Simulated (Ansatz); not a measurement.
Rb:
```
Rb
1.0
   -2.87371     2.87371     2.87371
    2.87371    -2.87371     2.87371
    2.87371     2.87371    -2.87371
Rb
1
Direct
  0.00000   0.00000   0.00000
```

Relaxed with r²SCAN.

List the phonon frequencies at the special points (DFPT on a 3×3×3 q-mesh, Fourier-interpolated; the program Ansatz at the r²SCAN level (PAW)).

In cm⁻¹.

| q | frequencies |
|---|---|
| Γ | 0 0 0 |
| H | 44 44 44 |
| N | 12 28 49 |
| P | 36 36 36 |

Space group Im-3m (bcc (W type)). The cell was relaxed with r²SCAN under the symmetry of its start; phonons on a q-mesh show no instability. As this level gives no gap, phonon frequencies hold no LO–TO term and depend on the k-mesh and smearing (Fermi–Dirac, 0.1 eV here).

Potentials: the later of the program's two PAW sets.
